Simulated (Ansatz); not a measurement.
ZrSiRu:
```
ZrSiRu
1.0
    6.68180     0.00000     0.00000
   -3.34090     5.78660     0.00000
    0.00000     0.00000     3.69556
Zr Si Ru
3 3 3
Direct
  0.41527   0.41527   0.50000
  0.00000   0.58473   0.50000
  0.58473   0.00000   0.50000
  0.00000   0.00000   0.50000
  0.66667   0.33333   0.00000
  0.33333   0.66667   0.00000
  0.00000   0.24389   0.00000
  0.24389   0.00000   0.00000
  0.75611   0.75611   0.00000
```

Relaxed with r²SCAN. Special points in fractions of this cell's reciprocal vectors: Γ (0.000, 0.000, 0.000); M (0.500, 0.000, 0.000); K (0.333, 0.333, 0.000); A (0.000, 0.000, 0.500); L (0.500, 0.000, 0.500); H (0.333, 0.333, 0.500).

List the band energies nearest the Fermi level at these points for DFT-r²SCAN in the program Ansatz with PAW potentials.

In eV from the Fermi level; about four levels below and three above (degenerate sets whole), none deeper than 8.9 eV; points with the same levels are listed once.

```csv
k,below,above
Γ,-2.05 -2.05 -1.65 -1.65 -0.23,0.14 0.28 0.28
M,-1.22 -1.08 -0.90 -0.22,0.08 0.60 0.70
K,-0.50 -0.50 -0.31 -0.31,0.30 0.71 1.21 1.21
A,-0.96 -0.96 -0.47 -0.47,0.74 1.50 1.50
L,-1.23 -1.13 -0.67 -0.61,0.72 1.76 2.27
H,-1.33 -1.33 -1.01 -0.64 -0.64,0.64 2.10 2.52
```

Space group P-62m. The first step of the workflow began from a Materials Project structure, measured or hypothetical; the Crystallography Open Database files this formula in space group No. 189, but the cells were not matched. Whether it is the stable phase at ambient conditions was not checked. The cell was relaxed with r²SCAN under the symmetry of its start; whether a distortion lowers the energy is not shown. The run is not spin-polarised. Spin–orbit coupling is left out wherever it is not named.

Potentials: the earlier of the program's two PAW sets.
